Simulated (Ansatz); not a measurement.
Geometry optimisation in Ansatz: input, command and trajectory.

```yaml
crystal:
  lattice:
    - [4.0951174843, 0.0, 0.0]
    - [-2.0475587422, 3.5464757729, 0.0]
    - [0.0, 0.0, 5.1022277512]
  atoms:
    - { symbol: Cr, position: [0.0, 0.0, 0.0], spin: 1.9 }
    - { symbol: Cr, position: [0.0, 0.0, 0.5], spin: 1.9 }
    - { symbol: Co, position: [0.3333333333, 0.6666666667, 0.25], spin: 0.6 }
    - { symbol: Co, position: [0.6666666667, 0.3333333333, 0.75], spin: 0.6 }
    - { symbol: Ge, position: [0.3333333333, 0.6666666667, 0.75] }
    - { symbol: Ge, position: [0.6666666667, 0.3333333333, 0.25] }
basis:
  ecutwfc: 420
kpoints:
  mp_grid: { grid: [12, 12, 8] }
hamiltonian:
  xc: pbesol
scf:
  occupations: { method: gaussian, width: 0.1 }
output:
  forces: true
  stress: true
  eigenvalues: true
  populations: true
magnetization:
  spin_polarized: true
relax:
  adjacent_minimum: "off"
  f_tol: 0.005
  max_steps: 50
  cell: { stress_tol: 0.05 }
```

```bash
ansatz run input.yaml --threads 1 --pin off --max-ram 2560MiB --backend cpu --events-out ev --progress --plain --runs-dir out
```

Level of theory: DFT PBEsol, scalar-relativistic, plane waves, PAW (Ansatz 0.2.0).

Of 7 frames 6 are shown, positions in Å and forces in eV/Å; the SCF threshold varies from step to step. Steps run on the plane waves of an earlier cell, with a Pulay correction in the pressure. The basis is chosen afresh for the last frame, the zero of the energies, and at times for earlier ones too; energy and pressure step there, also at an unchanged geometry.

```xyz
6
Lattice="4.0951 0.0000 0.0000 -2.0476 3.5465 0.0000 0.0000 0.0000 5.1022" Properties=species:S:1:pos:R:3:forces:R:3 pbc="T T T" step=1 free_energy_over_end_meV_per_atom=14.17 pressure_GPa=-8.09
Cr    0.0000    0.0000    0.0000    0.0000    0.0000    0.0000
Cr    0.0000    0.0000    2.5511    0.0000    0.0000    0.0000
Co    0.0000    2.3643    1.2756    0.0000    0.0000    0.0000
Co    2.0476    1.1822    3.8267    0.0000    0.0000    0.0000
Ge    0.0000    2.3643    3.8267    0.0000    0.0000    0.0000
Ge    2.0476    1.1822    1.2756    0.0000    0.0000    0.0000
6
Lattice="4.0522 0.0000 0.0000 -2.0261 3.5093 0.0000 0.0000 0.0000 5.0345" Properties=species:S:1:pos:R:3:forces:R:3 pbc="T T T" step=2 free_energy_over_end_meV_per_atom=0.57 pressure_GPa=-1.87
Cr    0.0000    0.0000    0.0000    0.0000    0.0000    0.0000
Cr    0.0000    0.0000    2.5173    0.0000    0.0000    0.0000
Co    0.0000    2.3395    1.2586    0.0000    0.0000    0.0000
Co    2.0261    1.1698    3.7759    0.0000    0.0000    0.0000
Ge    0.0000    2.3395    3.7759    0.0000    0.0000    0.0000
Ge    2.0261    1.1698    1.2586    0.0000    0.0000    0.0000
6
Lattice="4.0429 0.0000 0.0000 -2.0214 3.5012 0.0000 0.0000 0.0000 5.0037" Properties=species:S:1:pos:R:3:forces:R:3 pbc="T T T" step=3 free_energy_over_end_meV_per_atom=-0.27 pressure_GPa=0.23
Cr    0.0000    0.0000    0.0000    0.0000    0.0000    0.0000
Cr    0.0000    0.0000    2.5019    0.0000    0.0000    0.0000
Co    0.0000    2.3342    1.2509    0.0000    0.0000    0.0000
Co    2.0214    1.1671    3.7528    0.0000    0.0000    0.0000
Ge    0.0000    2.3342    3.7528    0.0000    0.0000    0.0000
Ge    2.0214    1.1671    1.2509    0.0000    0.0000    0.0000
6
Lattice="4.0451 0.0000 0.0000 -2.0225 3.5031 0.0000 0.0000 0.0000 5.0030" Properties=species:S:1:pos:R:3:forces:R:3 pbc="T T T" step=4 free_energy_over_end_meV_per_atom=-0.28 pressure_GPa=0.01
Cr    0.0000    0.0000    0.0000    0.0000    0.0000    0.0000
Cr    0.0000    0.0000    2.5015    0.0000    0.0000    0.0000
Co    0.0000    2.3354    1.2507    0.0000    0.0000    0.0000
Co    2.0225    1.1677    3.7522    0.0000    0.0000    0.0000
Ge    0.0000    2.3354    3.7522    0.0000    0.0000    0.0000
Ge    2.0225    1.1677    1.2507    0.0000    0.0000    0.0000
6
Lattice="4.0451 0.0000 0.0000 -2.0225 3.5031 0.0000 0.0000 0.0000 5.0030" Properties=species:S:1:pos:R:3:forces:R:3 pbc="T T T" step=5 free_energy_over_end_meV_per_atom=0.00 pressure_GPa=-0.01
Cr    0.0000    0.0000    0.0000    0.0000    0.0000    0.0000
Cr    0.0000    0.0000    2.5015    0.0000    0.0000    0.0000
Co    0.0000    2.3354    1.2507    0.0000    0.0000    0.0000
Co    2.0225    1.1677    3.7522    0.0000    0.0000    0.0000
Ge    0.0000    2.3354    3.7522    0.0000    0.0000    0.0000
Ge    2.0225    1.1677    1.2507    0.0000    0.0000    0.0000
6
Lattice="4.0454 0.0000 0.0000 -2.0227 3.5034 0.0000 0.0000 0.0000 5.0017" Properties=species:S:1:pos:R:3:forces:R:3 pbc="T T T" step=7 free_energy_over_end_meV_per_atom=0.00 pressure_GPa=0.00
Cr    0.0000    0.0000    0.0000    0.0000    0.0000    0.0000
Cr    0.0000    0.0000    2.5009    0.0000    0.0000    0.0000
Co    0.0000    2.3356    1.2504    0.0000    0.0000    0.0000
Co    2.0227    1.1678    3.7513    0.0000    0.0000    0.0000
Ge    0.0000    2.3356    3.7513    0.0000    0.0000    0.0000
Ge    2.0227    1.1678    1.2504    0.0000    0.0000    0.0000
```

It took 14 min on 1 thread of Arm Neoverse N1 (shared host), peak memory 0.89 GiB.

The state reached may not be the lowest one. The program reads another magnetic order as possibly lower. Only parallel moments were tried here.